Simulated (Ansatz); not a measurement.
Starting structure of a cell relaxation (symmetry kept):

```cif
data_structure
_symmetry_space_group_name_H-M 'P 1'
_symmetry_Int_Tables_number 1
_cell_length_a 9.9672
_cell_length_b 9.9672
_cell_length_c 9.9672
_cell_angle_alpha 24.512
_cell_angle_beta 24.512
_cell_angle_gamma 24.512
_cell_volume 149.86
loop_
_atom_site_label
_atom_site_type_symbol
_atom_site_fract_x
_atom_site_fract_y
_atom_site_fract_z
_atom_site_occupancy
Bi1 Bi 0.40605 0.40605 0.40605 1
Bi2 Bi 0.59395 0.59395 0.59395 1
Te1 Te 0.00000 0.00000 0.00000 1
Se1 Se 0.20817 0.20817 0.20817 1
Se2 Se 0.79183 0.79183 0.79183 1
```

The calculation used DFT PBEsol, scalar-relativistic, plane waves, PAW (Ansatz 0.2.0).

Plane waves to 420 eV, a k mesh through Γ of 12×12×12 on the computed 5-atom cell and Gaussian smearing (0.02 eV); no spin polarisation.

Question: What does it relax to?

Answer: The volume decreases by 0.10 Å³/atom to 29.87 Å³/atom, and the energy falls by 0.4 meV/atom. Final structure:
```
Bi Te Se
1.0
     2.11071    1.21862    9.67730
    -2.11071    1.21862    9.67730
     0.00000   -2.43723    9.67730
Bi Te Se
2 1 2
Cartesian
  0.0000 0.0000 11.7777
  0.0000 0.0000 17.2542
  0.0000 0.0000 0.0000
  0.0000 0.0000 6.0624
  0.0000 0.0000 22.9695
```

Spin–orbit coupling is left out, which can shift energies with elements as heavy as these.

Cost: 1 run of about 7.1 core-minutes, on Arm Neoverse V1 (shared hosts).